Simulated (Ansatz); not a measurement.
SrO:
```cif
data_OSr
_chemical_formula_sum 'Sr1 O1'
_space_group_name_H-M_alt 'P 1'
_space_group_IT_number 1
_cell_length_a 3.64886
_cell_length_b 3.64886
_cell_length_c 3.64886
_cell_angle_alpha 60.000
_cell_angle_beta 60.000
_cell_angle_gamma 60.000
loop_
_space_group_symop_operation_xyz
  'x, y, z'
loop_
_atom_site_label
_atom_site_type_symbol
_atom_site_fract_x
_atom_site_fract_y
_atom_site_fract_z
_atom_site_occupancy
Sr1 Sr 0.50000 0.50000 0.50000 1
O1 O 0.00000 0.00000 0.00000 1
```

Relaxed with r²SCAN.

**Question.** Give the optical modes at the zone centre with their infrared and Raman activity from DFPT, r²SCAN in the plane-wave PAW code Ansatz.

**Answer.** Transverse frequencies, without the LO–TO term; a row sums one degenerate level.

| ω (cm⁻¹) | degeneracy | IR ((D/Å)²/amu) | Raman (Å⁴/amu) | activity | symmetry |
|---|---|---|---|---|---|
| 214 | 3 | 29.78 | 0 | IR | T1u |

**Question.** How high does the top mode go among those that the LO–TO term moves?

**Answer.** 470 cm⁻¹ for q along x.

Space group Fm-3m (rock salt). Symmetry was held in the r²SCAN relaxation; phonons on a q-mesh show no instability.

Potentials: the earlier of the program's two PAW sets.
